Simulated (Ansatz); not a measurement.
## Equation of state of LuPd

A database entry relaxed whole under r2SCAN (Pm-3m):

```
CELL_PARAMETERS angstrom
3.41719 0.00000 0.00000
0.00000 3.41719 0.00000
0.00000 0.00000 3.41719
ATOMIC_POSITIONS crystal
Lu 0.00000 0.00000 0.00000
Pd 0.50000 0.50000 0.50000
```

The cell was scaled uniformly, its shape held, and the atoms relaxed at each volume with plane-wave PAW DFT (Ansatz 0.2.0; r2SCAN, 500 eV, 10×10×10 Γ-centred mesh, fermi-dirac occupations of width 0.100 eV; no spin, no spin-orbit coupling). One row is withheld.

```csv
volume (Å³/atom),energy over the lowest (meV/atom),pressure (GPa)
18.755,29.2,8.01
19.154,?,?
19.553,3.4,2.57
19.952,0.0,0.26
20.351,2.0,-1.81
20.750,8.9,-3.68
21.149,20.1,-5.35
```

Problem. Fit the pressures of the other rows to the third-order Birch-Murnaghan form.

Solution. With f = [(V₀/V)^(2/3) − 1]/2 and P = 3B₀f(1 + 2f)^(5/2)[1 + 3(B₀′ − 4)f/2], least squares gives V₀ = 20.00 Å³ an atom, B₀ = 108 GPa and B₀′ = 4.4; the rows miss the fit by less than 0.01 GPa. The slope of the energies differs from these pressures by less than 0.05 GPa.

Problem. What does the withheld row hold?

Solution. The fit gives 5.14 GPa at 19.154 Å³; the run gave 5.14 GPa and 12.9 meV an atom.

Caveats: the shape of the cell was held; 0 K, fixed nuclei; the symmetry was kept, and this need not be the phase that is stable at 0 K; one mesh for all volumes; pressure is positive in compression.
